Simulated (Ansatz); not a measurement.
AlN:
```
AlN
1.0
    0.00000     2.01828     2.01828
    2.01828     0.00000     2.01828
    2.01828     2.01828     0.00000
Al N
1 1
Cartesian
  0.00000   0.00000   0.00000
  2.01828   2.01828   2.01828
```

Relaxed with r²SCAN. Special points in fractions of this cell's reciprocal vectors: Γ (0.000, 0.000, 0.000); X (0.500, 0.000, 0.500); U (0.625, 0.250, 0.625); K (0.375, 0.375, 0.750); L (0.500, 0.500, 0.500); W (0.500, 0.250, 0.750).

Task: List the band energies nearest the valence-band maximum at these points for DFT-r²SCAN in the program Ansatz with PAW potentials.

Result: In eV from the valence-band maximum; about four levels below and three above (degenerate sets whole), none deeper than 8.9 eV; … stands for higher levels left out; points with the same levels are listed once.

```tsv
k	below	above
Γ	0.00 0.00 0.00	6.54 …
X	-7.57 -2.90 -2.90	5.52 5.99 15.45
U	-6.68 -5.55 -2.39	6.74 10.19 14.03
L	-8.47 -1.16 -1.16	6.94 11.97 11.97
W	-5.84 -5.84 -3.96	9.10 11.70 11.70
```

Space group Fm-3m (rock salt). This is a known high-pressure phase of the composition, computed here at zero pressure and temperature. The r²SCAN relaxation kept the symmetry of its start; whether a distortion lowers the energy is not shown. The volume moved by -17 % from the start of the relaxation.

Potentials: the earlier of the program's two PAW sets.
